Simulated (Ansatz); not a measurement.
Relaxation of a generated cell, Nb placed in the omega structure type; 3 atoms in the cell, which starts as P6/mmm (No. 191), hP3; a = 4.662 Å, b = 4.662 Å, c = 2.835 Å, α = 90.00°, β = 90.00°, γ = 120.00°. All values below come from r2SCAN (plane waves to 500 eV, PAW, scalar-relativistic; Ansatz, a quantum-chemistry and plane-wave program). Γ-centred k-mesh 8×8×11 on the run's cell (coarser than for final values), Fermi–Dirac smearing 0.05 eV. This is the first round of the run. 

The optimiser's lines from the output (shortened; P is positive under compression):

```
relax step   1: F+E_penalty+E_count = -13690.06032582 eV  Δ(F+E_penalty+E_count) = +0.000e0 eV  max|allowed force component| = 7.401e-17 eV/Å  Δτ_max = 0.0000 Å  P = +5.820 GPa  Ω = 53.366 Å³  (9 SCF iters, dr2 threshold 1.00e-7 eV, accepted)
relax step   2: F+E_penalty+E_count = -13690.38170977 eV  Δ(F+E_penalty+E_count) = -3.214e-1 eV  max|allowed force component| = 2.220e-16 eV/Å  Δτ_max = 0.0000 Å  P = -2.850 GPa  Ω = 56.033 Å³  (8 SCF iters, dr2 threshold 3.00e-7 eV, accepted)
relax step   3: F+E_penalty+E_count = -13690.39371676 eV  Δ(F+E_penalty+E_count) = -1.201e-2 eV  max|allowed force component| = 6.785e-17 eV/Å  Δτ_max = 0.0000 Å  P = -0.249 GPa  Ω = 55.185 Å³  (6 SCF iters, dr2 threshold 3.00e-7 eV, accepted)
relax step   4: F+E_penalty+E_count = -13690.39403635 eV  Δ(F+E_penalty+E_count) = -3.196e-4 eV  max|allowed force component| = 3.701e-17 eV/Å  Δτ_max = 0.0000 Å  P = -0.032 GPa  Ω = 55.102 Å³  (6 SCF iters, dr2 threshold 3.00e-7 eV, accepted)
relax step   5: F+E_penalty+E_count = -13690.39404334 eV  Δ(F+E_penalty+E_count) = -6.990e-6 eV  max|allowed force component| = 1.850e-16 eV/Å  Δτ_max = 0.0000 Å  P = +0.001 GPa  Ω = 55.090 Å³  (5 SCF iters, dr2 threshold 3.69e-9 eV, accepted)
relax step   6: F+E_penalty+E_count = -13690.39536513 eV  Δ(F+E_penalty+E_count) = -1.322e-3 eV  max|allowed force component| = 1.850e-16 eV/Å  Δτ_max = 0.0000 Å  P = +0.009 GPa  Ω = 55.090 Å³  stress off target by 2.20e-2 GPa  SCF on the basis re-selected at this cell (its energy is not comparable with the rows above)  (8 SCF iters)
relax step   7: F+E_penalty+E_count = -13690.39536363 eV  Δ(F+E_penalty+E_count) = +1.505e-6 eV  max|allowed force component| = 9.252e-17 eV/Å  Δτ_max = 0.0000 Å  P = +0.000 GPa  Ω = 55.094 Å³  (6 SCF iters, dr2 threshold 1.20e-9 eV, accepted)
relax step   8: F+E_penalty+E_count = -13690.39536452 eV  Δ(F+E_penalty+E_count) = -8.919e-7 eV  max|allowed force component| = 7.401e-17 eV/Å  Δτ_max = 0.0000 Å  P = +0.000 GPa  Ω = 55.094 Å³  stress off target by 6.63e-5 GPa  SCF on the basis re-selected at this cell (its energy is not comparable with the rows above)  (4 SCF iters)
```

From the first to the last row the energy changes by -0.11 eV/atom and the volume by +3.2 %. The last row is marked as not comparable with the walk above it, whose basis was carried along; it does compare with step 1, since both stand on a basis selected at the nominal cutoff for their own cell.

Later rounds, restarted from the end of this one on a renewed k-mesh, logged 12 more steps and released under 0.01 eV/atom more. The final structure after all rounds: P6/mmm (No. 191), hP3; a = b = 4.883 Å, c = 2.669 Å, α = β = 90.00°, γ = 120.00°. Between re-selections the logged energies stand on a plane-wave basis carried along with the cell. No spin polarisation in the result.

The run could not lower the symmetry of its start; a shaken copy of this end point relaxes with r2SCAN to Pnnm (No. 58), 0.12 eV/atom lower.

The relaxed structure here is a generated cell of Nb: the first start was made by placing the elements on the sites of a structure type, and the end was not matched to a known phase here, so it may be hypothetical. Known forms of Nb include space group No. 229.
